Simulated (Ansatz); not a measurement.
TiNF:
```cif
data_F2N2Ti2
_chemical_formula_sum 'Ti2 N2 F2'
_space_group_name_H-M_alt 'P 1'
_space_group_IT_number 1
_cell_length_a 5.58146
_cell_length_b 5.58146
_cell_length_c 5.58146
_cell_angle_alpha 140.009
_cell_angle_beta 140.009
_cell_angle_gamma 57.840
loop_
_space_group_symop_operation_xyz
  'x, y, z'
loop_
_atom_site_label
_atom_site_type_symbol
_atom_site_fract_x
_atom_site_fract_y
_atom_site_fract_z
_atom_site_occupancy
Ti1 Ti 0.59934 0.09934 0.50000 1
Ti2 Ti 0.84934 0.84934 0.00000 1
N1 N 0.66666 0.66666 0.00000 1
N2 N 0.41666 0.91666 0.50000 1
F1 F 0.85900 0.35900 0.50000 1
F2 F 0.10900 0.10900 0.00000 1
```

Relaxed with LDA.

Q: Give the optical modes at the zone centre with their infrared activity from DFPT, DFT-LDA in the program Ansatz with PAW potentials.

A: Transverse frequencies, without the LO–TO term; a row sums one degenerate level.

```tsv
ω (cm⁻¹)	degeneracy	IR ((D/Å)²/amu)	activity	symmetry
156	2	14.36	IR	E
174	1	0.00	IR-inactive	B1
207	1	6.47	IR	A1
208	2	1.54	IR	E
340	2	10.93	IR	E
415	1	0.00	IR-inactive	B1
491	2	107.81	IR	E
592	2	9.53	IR	E
715	1	81.01	IR	A1
841	1	0.00	IR-inactive	B1
```

Q: How high does the top mode go among those that the LO–TO term moves?

A: 756 cm⁻¹ for q along x, 756 cm⁻¹ for q along y, 919 cm⁻¹ for q along z.

Space group I4_1md. The workflow started from a Materials Project entry (that database holds measured and hypothetical structures alike); the Crystallography Open Database copy checked does not list it. Its standing as an ambient phase is unchecked. Symmetry was held in the LDA relaxation; its stability against distortions is not shown here. The run is not spin-polarised.

Potentials: the later of the program's two PAW sets.
